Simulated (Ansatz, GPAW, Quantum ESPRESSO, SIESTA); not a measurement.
One calculation of HPbNO4, 4 ways

```
CELL_PARAMETERS angstrom
4.19923 0.11117 0.16817
1.91600 3.89132 0.12568
1.76085 1.25259 6.37266
ATOMIC_POSITIONS crystal
H 0.89145 0.68202 0.62796
Pb 0.14426 0.92872 0.88352
N 0.25670 0.28861 0.30171
O 0.83108 0.65056 0.78405
O 0.38694 0.22380 0.11295
O 0.31104 0.03576 0.45856
O 0.07726 0.60633 0.32275
```

The cell comes from a database or a generator and needn't be the stable form of this composition.

Alike in all runs: task band structure; functional PBE; k mesh 7 × 7 × 5; occupations fermi-dirac, width 0.05 eV; no spin polarisation; no spin-orbit coupling. Pressure is positive in compression and, in plane waves, holds the error of the finite cutoff, which Ansatz's Pulay term estimates and takes out. Gaps are the smaller of the mesh's and the band path's.

```
                                                                                   program and potentials  plane-wave cutoff (eV)                             notes  band gap (eV)  pressure (GPa)  largest force (eV/Å)
                                                                                       Ansatz, Ansatz PAW                     420  Pulay term of +0.62 GPa included           2.82            0.00                     -
                                                               GPAW, GPAW PAW data sets (gpaw-data 1.2.1)                     800                                 -           2.81           -0.27                 0.094
SIESTA, files PseudoDojo sr-pbe-0.4.1-standard, DZP (energy shift 0.003 Ry; two zetas on semicore shells)                       -                      atomic basis           2.81            2.61                 1.327
                                                                Quantum ESPRESSO, SSSP 1.3 efficiency PBE                     816                                 -           2.80           -0.22                     -
```

Force on atom 4 (O), eV/Å:

| program and potentials | x | y | z |
| --- | --- | --- | --- |
| GPAW, GPAW PAW data sets (gpaw-data 1.2.1) | -0.001 | 0.020 | 0.092 |
| SIESTA, files PseudoDojo sr-pbe-0.4.1-standard, DZP (energy shift 0.003 Ry; two zetas on semicore shells) | -0.040 | -0.059 | 0.559 |
| Quantum ESPRESSO, SSSP 1.3 efficiency PBE | -0.003 | -0.009 | 0.018 |

The band gap spans 2.80 (Quantum ESPRESSO, SSSP 1.3 efficiency PBE) to 2.82 eV (Ansatz, Ansatz PAW). The pressure spans -0.27 (GPAW, GPAW PAW data sets (gpaw-data 1.2.1)) to 2.61 GPa (SIESTA, files PseudoDojo sr-pbe-0.4.1-standard, DZP (energy shift 0.003 Ry; two zetas on semicore shells)). Spin-orbit coupling, left out here, moves the band edges of heavy atoms. The paths' points differ, which is worth about 0.01 eV. Rows in atomic bases carry the error of their basis and grid, which can be large.

The functional is the same throughout but for its coding, so the spread measures potentials, basis and numerics; runs on potential files found faulty are left out.
